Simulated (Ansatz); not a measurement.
**Ansatz 0.2.0, single run: SrSi₂Ag₂**

Run with:

```bash
ansatz run input.yaml --threads 1 --pin off --max-ram 2560MiB --backend cpu --events-out ev --progress --plain --runs-dir out
```

Input:

```yaml
crystal:
  lattice:
    - [0.0, 4.362855, 0.0]
    - [4.362855, 0.0, 0.0]
    - [2.181428, 2.181428, -5.219489]
  atoms:
    - { symbol: Si, position: [0.389, 0.389, 0.222] }
    - { symbol: Si, position: [0.611, 0.611, 0.778] }
    - { symbol: Ag, position: [0.75, 0.25, 0.5] }
    - { symbol: Ag, position: [0.25, 0.75, 0.5] }
    - { symbol: Sr, position: [0.0, 0.0, 0.0] }
  symmetry: { tolerance: 0.0003 }
kpoints:
  mp_grid: { grid: [5, 5, 5], shift: [0, 0, 0] }
magnetization:
  spin_polarized: false
scf:
  occupations: { method: gaussian, width: 0.0119 }
  mixing: { preconditioner: local_kerker }
hamiltonian:
  pseudopotentials: { kind: paw }
  xc: r2scan
basis:
  ecutwfc: 500
output:
  forces: true
  stress: true
  eigenvalues: true
```

Origin of the cell: a database entry, scaled a little.

Output (shortened):

```
SCF iter   1: F=—  HF=-20042.604372 eV  Δρ=7.39e-3  dr2=8.22e-2  dr2_τ=1.76e-2
SCF iter   2: F=—  HF=-20042.669541 eV  Δρ=3.63e-3  dr2=1.27e-2  dr2_τ=1.16e-3  defer=32
SCF iter   3: F=—  HF=-20042.668105 eV  Δρ=1.45e-3  dr2=2.73e-3  dr2_τ=9.11e-5  defer=14
SCF iter   4: F=—  HF=-20042.667655 eV  Δρ=2.85e-4  dr2=8.28e-5  dr2_τ=4.87e-6  defer=14
SCF iter   5: F=—  HF=-20042.667666 eV  Δρ=6.16e-5  dr2=3.20e-6  dr2_τ=3.27e-7  defer=14
SCF iter   6: F=—  HF=-20042.667666 eV  Δρ=9.28e-6  dr2=1.21e-7  dr2_τ=4.84e-9  defer=14
SCF iter   7: F=-20042.667667 eV  HF=-20042.667667 eV  Δρ=2.55e-6  dr2=8.72e-9  dr2_τ=4.11e-10
SCF 1 converged in 7 iterations: F = -20042.667667 eV  dr2 = 8.72e-9
SCF converged after 7 iterations
Free energy (F): -20042.667667 eV
Harris-Foulkes:  -20042.667667 eV  (|F-HF|=2.44e-9)
Internal energy: -20042.667445 eV  (E = F + TS)
E sigma→0 (E₀):  -20042.667556 eV
Entropy (-TS):   -0.000222 eV (-0.044 meV/atom)
Fermi energy:    11.652000 eV
--- Per-component energies (eV) ---
  E_band       = -757.135334
  E_kinetic    = 1382.132798
  E_local      = -7285.708403  (includes V_loc(G=0)·N_el)
  E_nonlocal   = 409.095493
  E_hartree    = 3193.554155
  E_xc         = -625.495182
  E_vxc        = -807.086660  (∫ρ·V_xc dr)
  E_paw        = -11595.344292  (= ΣΔE_a)
  E_vpaw       = -894.659982  (= ΣTr[D̂ρ^β])
  E_aug_tail   = 0.000154  (compensation charges beyond the density's cutoff)
  E_vtau       = 51.975431  (kinetic-family band-sum trace: ∫τ·v_τ [+ j·A + Jᵃ·Aᵃ] dr)
  E_ewald      = -5519.584642
  E_core_change = -1.317524  (= ΣΔE_core)
  E_smearing   = -0.000222  (= −TS)
  Σ components = -20042.667667   (vs F -20042.667667, Δ=0.00e0)
--- Forces (eV/Å), atoms counted from 1 ---
  atom   1  Si     0.000000     0.000000    -0.067822
  atom   2  Si    -0.000000    -0.000000     0.067822
  atom   3  Ag     0.000000    -0.000000     0.000000
  atom   4  Ag    -0.000000     0.000000     0.000000
  atom   5  Sr     0.000000     0.000000     0.000000
  max |Σ_I F_I| component: 2.78e-17 eV/Å
--- Stress (GPa, compression-positive) ---
        1.199549      -0.000000       0.000000
       -0.000000       1.199549       0.000000
        0.000000       0.000000       1.110670
  P = ⅓ Tr σ = 1.1699 GPa (11.699 kbar)
```

Caveats: the k mesh is coarse if the cell is a metal.

The run took 8.1 s on 1 thread of Arm Neoverse V2, on a shared host, peak memory 0.56 GiB, from the program's own first density.
